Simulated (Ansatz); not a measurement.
# I started on a Cs site next to Cs started in the widest void in cubic perovskite CsSnI3, 41 atoms, charge +1

Computed with DFT, PBEsol, PAW, plane waves (Ansatz 0.2.0).

Command:

```sh
ansatz run in.yaml --threads 8 --pin off --max-ram 118750MiB --runs-dir r --events-out ev --progress --plain --backend cuda --devices 0,
```

The input less its lattice and atoms:

```yaml
crystal:
  symmetry: { detect: false }
kpoints:
  mp_grid: { grid: [1, 1, 1], shift: [0.25, 0.25, 0.25] }
hamiltonian:
  xc: pbesol
total_charge: 1
scf:
  occupations: { method: fermi_dirac, width: 0.01 }
relax:
  f_tol: 0.03
  max_steps: 80
  escape_saddle: false
  adjacent_minimum: "off"
output:
  forces: true
  eigenvalues: true
  populations: true
  charged_corrections: { epsilon: 30 }
```

Start:

```
Cs I Sn
1.0
    12.31446    0.00000    0.00000
     0.00000   12.31446    0.00000
     0.00000    0.00000   12.31446
Cs I Sn
8 25 8
Direct
  0.99972 0.99812 0.99742
  0.99803 0.99916 0.49970
  0.99899 0.50078 0.99670
  0.99883 0.49921 0.50236
  0.50101 0.00293 0.00044
  0.49696 0.99977 0.49993
  0.50085 0.50213 0.99908
  0.25233 0.50016 0.50062
  0.50160 0.49877 0.49967
  0.24971 0.24998 0.00090
  0.25078 0.24977 0.49935
  0.24676 0.74976 0.00243
  0.25005 0.75289 0.49881
  0.75061 0.24900 0.99849
  0.74823 0.25472 0.50268
  0.75012 0.75064 0.00072
  0.74768 0.74897 0.49877
  0.99829 0.24929 0.24927
  0.99860 0.24940 0.75028
  0.99869 0.75047 0.25101
  0.99931 0.74974 0.75146
  0.49941 0.24746 0.25202
  0.49659 0.24858 0.75160
  0.50034 0.75250 0.25312
  0.49779 0.74988 0.75034
  0.24992 0.99890 0.25023
  0.24875 0.00027 0.75012
  0.24874 0.49794 0.25000
  0.24938 0.49772 0.75163
  0.75082 0.00053 0.24997
  0.74812 0.99672 0.74719
  0.74874 0.49978 0.24888
  0.74939 0.49793 0.74765
  0.25047 0.25079 0.25049
  0.24939 0.25363 0.74591
  0.25166 0.75031 0.24834
  0.25234 0.74795 0.74811
  0.74929 0.25040 0.25152
  0.74959 0.25057 0.75387
  0.75110 0.75260 0.25212
  0.74968 0.75240 0.74531
```

Steps:

```tsv
step	energy less the first (eV)	largest force component (eV/Å)
start	0.000	1.949
1	-1.417	1.315
2	-2.145	0.744
3	-2.498	0.424
4	-2.691	0.260
5	-2.830	0.247
6	-2.952	0.246
7	-3.058	0.196
8	-3.152	0.154
9	-3.238	0.139
10	-3.313	0.168
11	-3.381	0.177
12	-3.476	0.169
13	-3.603	0.145
14	-3.769	0.240
15	-3.955	0.379
16	-4.204	0.526
17	-4.392	0.215
18	-4.455	0.104
19	-4.497	0.064
20	-4.526	0.059
21	-4.533	0.033
22	-4.535	0.011
```

A structure on the way, about -2.14 eV from the start:

```xyz
41
Lattice="12.3145 0.0000 0.0000 0.0000 12.3145 0.0000 0.0000 0.0000 12.3145" Properties=species:S:1:pos:R:3 pbc="T T T"
Cs   12.3048   12.2902   12.2846
Cs   12.2759   12.3040    6.1523
Cs   12.2856    6.1659   12.2769
Cs   11.9659    6.1472    6.1733
Cs    6.1731    0.0366    0.0060
Cs    6.1324   12.3135    6.1576
Cs    6.1806    6.1827   12.3062
Cs    3.1782    6.1721    6.1598
I     6.4757    6.1258    6.1359
I     3.0771    3.0588   12.3144
I     3.0496    2.7573    6.1580
I     3.0434    9.2490    0.0071
I     3.0443    9.5889    6.1555
I     9.2376    3.0755    0.0019
I     9.2578    3.0845    6.1712
I     9.2250    9.2341    0.0139
I     9.2393    9.2450    6.1594
I    12.2815    3.0851    3.0885
I    12.2905    3.0754    9.2196
I    12.3027    9.2167    3.0991
I    12.3056    9.2099    9.2304
I     6.1371    3.0296    3.0782
I     6.1341    3.0440    9.2797
I     6.1535    9.2863    3.0907
I     6.1601    9.2574    9.2730
I     3.0789   12.2995    3.0665
I     3.0594   12.3065    9.2597
I     3.0358    6.1424    2.7503
I     3.0377    6.1399    9.5764
I     9.2401    0.0095    3.0869
I     9.2061   12.3020    9.1976
I     9.2659    6.1599    3.0232
I     9.2485    6.1461    9.2498
Sn    3.0931    3.0581    3.0388
Sn    3.0911    3.0599    9.2471
Sn    3.1069    9.2736    3.0327
Sn    3.1095    9.2662    9.2428
Sn    9.2129    3.1071    3.1235
Sn    9.2116    3.1089    9.2524
Sn    9.2297    9.2469    3.0914
Sn    9.2242    9.2441    9.1955
```

End:

```xyz
41
Lattice="12.3145 0.0000 0.0000 0.0000 12.3145 0.0000 0.0000 0.0000 12.3145" Properties=species:S:1:pos:R:3 pbc="T T T"
Cs    0.1196    0.0179    0.0059
Cs    0.0115    0.0317    6.1678
Cs    0.1109    6.1861    0.0167
Cs    0.4837    6.2525    6.1476
Cs    5.6955   12.2889   12.3129
Cs    5.8011    0.0267    6.1265
Cs    5.8281    6.1713   12.2817
Cs    5.3065    6.2106    6.1618
I     9.0673    5.9564    6.1436
I     2.9583    3.0825    0.0055
I     2.8866    3.0824    6.1639
I     2.9306    9.2726   12.3097
I     2.9115    9.3197    6.1521
I     9.0188    2.1864    0.0155
I     9.1007    3.0573    6.1572
I     9.0597   10.1106   12.3105
I     9.0725    8.8973    6.1674
I    12.1521    3.0499    3.0304
I    12.1612    2.9862    9.2975
I    12.1515    9.2817    3.0393
I    12.1620    9.3242    9.2490
I     6.0036    3.2095    3.1174
I     6.0137    3.2364    9.2377
I     5.9998    9.1798    3.0632
I     6.0111    9.1268    9.2549
I     2.9871    0.0274    3.0860
I     3.0307    0.0190    9.2286
I     2.8696    6.1874    3.0392
I     2.8437    6.1773    9.2748
I     9.0315   12.2839    3.6935
I     8.9967    0.0089    8.6214
I     9.1307    6.1523    2.1358
I     9.1833    6.1697   10.1398
Sn    2.9185    3.0952    3.0662
Sn    2.9321    3.0850    9.2584
Sn    2.9196    9.2740    3.0557
Sn    2.9299    9.2666    9.2513
Sn    9.0685    3.0993    2.8979
Sn    9.0853    3.0385    9.4185
Sn    9.0713    9.2272    2.9043
Sn    9.0884    9.1910    9.4211
```

The run converged.

Time: 46 s of wall time on one NVIDIA GB300 with 8 processor threads, on a host shared with other runs; peak host memory 2.2 GiB.

Task: How much energy did the relaxation gain, and which atom moved most?

Result: 4.54 eV in 22 steps, from a start with small random displacements (neighbours that lie too close to an added atom are first pushed off) (the gain also holds any tilting of the ideal host); atom 9 (I) moved 2.90 Å, the median atom 0.20 Å (drift of the whole cell removed).

The one k point has no symmetry partners, which can distort the end along one axis.
